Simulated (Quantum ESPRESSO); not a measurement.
# Computed records: Li2HfAlIn2Ir2 (simulated cell)

Calculation on a made-up metal alloy cell, not a measurement: no spin or spin-orbit, unrelaxed, 2900 K smearing, stress positive in tension, cell energy less fitted offsets; periodic Kohn-Sham density functional theory in plane waves with PseudoDojo standard norm-conserving scalar-relativistic pseudopotentials, each functional with its own files (v0.5 for PBE, v0.4.1 for LDA and PBEsol), eight atoms on drawn sites of a strained close-packed or body-centred lattice, each displaced and held fixed; the energy is the cell's free energy, ions and the entropy term -TS included, at the stated Fermi-Dirac width, less a fixed offset for each atom's element (shifted free energy); compositions with an open d shell lost a parallel starting moment in a cheaper test run, and other magnetic orders were not tried; an error bar is the largest change of its kind in a tighter rerun, never given below 0.002 eV, 0.02 GPa or 0.003 eV/angstrom, and covers cutoff and k-mesh only, not smearing or the files. Program: Quantum ESPRESSO 7.5.

### Li2HfAlIn2Ir2 (simulated cell)

```cif
# cell vector a (Å): 3.0279 -0.0065 -0.0474
# cell vector b (Å): -0.0112 5.2391 0.0437
# cell vector c (Å): -0.1565 0.0833 9.8338
data_Li2HfAlIn2Ir2
_symmetry_space_group_name_H-M 'P 1'
_symmetry_Int_Tables_number 1
_cell_length_a 3.0283
_cell_length_b 5.2393
_cell_length_c 9.8354
_cell_angle_alpha 89.035
_cell_angle_beta 91.810
_cell_angle_gamma 90.253
_cell_volume 155.95
loop_
_atom_site_label
_atom_site_type_symbol
_atom_site_fract_x
_atom_site_fract_y
_atom_site_fract_z
_atom_site_occupancy
Ir1 Ir 0.00454 0.99578 0.99228 1
Li1 Li 0.02335 0.99797 0.51262 1
In1 In 0.02797 0.32862 0.25369 1
In2 In 0.00261 0.34707 0.73809 1
Ir2 Ir 0.50401 0.49096 0.99484 1
Al1 Al 0.51940 0.50768 0.50412 1
Li2 Li 0.51172 0.83686 0.25149 1
Hf1 Hf 0.46123 0.82555 0.75599 1
```

```
lattice type         : hexagonal close-packed
functional           : pbe
cutoff               : 1007 eV
fermi dirac smearing : 0.25 eV
electrons removed    : 0
run command          : mpirun -np 4 pw.x -nk 4 -in in
run processor        : AMD EPYC, Zen 5, virtual cores
k mesh               : 8 x 5 x 3 shifted half a step off Gamma on each axis
pressure             : —
shifted free energy  : —
stress xy            : —
stress xx            : —
```

Atoms:
```
atoms element  atom site  atom energy offset (eV)
           Ir          1                 -3133.86
           Li          2                  -195.67
           In          3                 -1808.02
           In          4                 -1808.02
           Ir          5                 -3133.86
           Al          6                   -63.26
           Li          7                  -195.67
           Hf          8                 -1535.13
```

Notes: heavy elements are run without spin-orbit coupling, which real alloys of them have; a spin test at this wide smearing found no moment, but such smearing suppresses magnetism that the real alloy may have; lattice, volume and sites are drawn at random and may be unstable or far from any real phase; energies are for the whole cell, less offsets fitted to these runs, so they are not formation energies; error bars: energy 0.002 eV, stress 0.057 GPa, force 0.0093 eV/Å, from a tighter rerun of a related cell, whose elements or sites may differ; 15 SCF iterations, 142 s of wall time on a shared machine.

Q: What pressure does the calculation give for Li2HfAlIn2Ir2 (simulated cell)?
A: -7.31 GPa

Q: Give the missing shifted free energy for Li2HfAlIn2Ir2 (simulated cell).
A: -0.529 eV

Q: What stress xy does the calculation give for Li2HfAlIn2Ir2 (simulated cell)?
A: -0.05581 GPa

Q: Li2HfAlIn2Ir2 (simulated cell): stress xx?
A: 4.59 GPa

Further results for Li2HfAlIn2Ir2 (simulated cell):

```
entropy term negative ts : -1.133 eV
stress yy                : 7.78 GPa
stress zz                : 9.56 GPa
stress yz                : 0.98 GPa
stress xz                : -0.81 GPa
```

Forces:
```
site  x (eV/Å)  y (eV/Å)  z (eV/Å)
   1    -0.019    -0.001    -0.824
   2    -0.172     0.088     -0.62
   3    -0.072     -0.06    -0.835
   4    -0.284    -1.234     1.061
   5    -0.015     0.162    -0.191
   6    -0.023     0.528     -0.43
   7     0.018    -0.079    -0.679
   8     0.567     0.596     2.518
```
